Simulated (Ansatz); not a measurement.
SiC3:
```cif
data_C3Si
_chemical_formula_sum 'C3 Si1'
_space_group_name_H-M_alt 'P-4m2'
_space_group_IT_number 115
_space_group_name_Hall 'P -4 -2'
_cell_length_a 2.79666
_cell_length_b 2.79666
_cell_length_c 4.09088
_cell_angle_alpha 90.000
_cell_angle_beta 90.000
_cell_angle_gamma 90.000
loop_
_atom_site_label
_atom_site_type_symbol
_atom_site_symmetry_multiplicity
_atom_site_Wyckoff_symbol
_atom_site_fract_x
_atom_site_fract_y
_atom_site_fract_z
_atom_site_occupancy
C1 C 1 a 0.00000 0.00000 0.00000 1
C2 C 2 g 0.50000 0.00000 0.21373 1
Si1 Si 1 c 0.50000 0.50000 0.50000 1
```

Relaxed with DFT-r²SCAN in the program Ansatz with PAW potentials. Indices refer to the conventional cell of P-4m2, a = b = 2.7967 Å, c = 4.0909 Å, α = β = γ = 90.00°.

Simulate the powder diffraction pattern (Mo Kα, λ = 0.71073 Å; lines above 1 %) up to 2θ = 45°.

Simulated powder pattern, Mo Kα, λ = 0.71073 Å (kinematic, ideal powder, no thermal factors, no anomalous dispersion; the 30 strongest lines at most, above 1 %, up to 2θ = 45°):

```tsv
2θ (°)	d (Å)	I/Imax (%)	hkl
9.97	4.091	8.3	(001)
14.60	2.797	14	(100)
17.71	2.309	100	(101)
20.01	2.045	4.1	(002)
20.70	1.978	6.2	(110)
23.03	1.780	14	(111)
24.86	1.651	9.1	(102)
28.95	1.422	33	(112)
29.44	1.398	17	(200)
30.21	1.364	2.6	(003)
31.16	1.323	3.0	(201)
33.01	1.251	3.7	(210)
33.71	1.226	11	(103)
34.57	1.196	22	(211)
35.86	1.154	3.2	(202)
38.91	1.067	4.7	(212)
40.67	1.023	2.2	(004)
42.13	0.989	4.9	(220)
42.69	0.976	3.2	(203)
43.43	0.961	1.9	(104)
```

The start of the workflow was typed in or built on a structure type; neither database checked (COD, Materials Project) lists it. Whether it is the stable phase at ambient conditions was not checked. The r²SCAN relaxation kept the symmetry of its start; whether a distortion lowers the energy is not shown. Its formation energy is positive at this level, so the cell may be metastable or incomplete.

Potentials: the earlier of the program's two PAW sets.
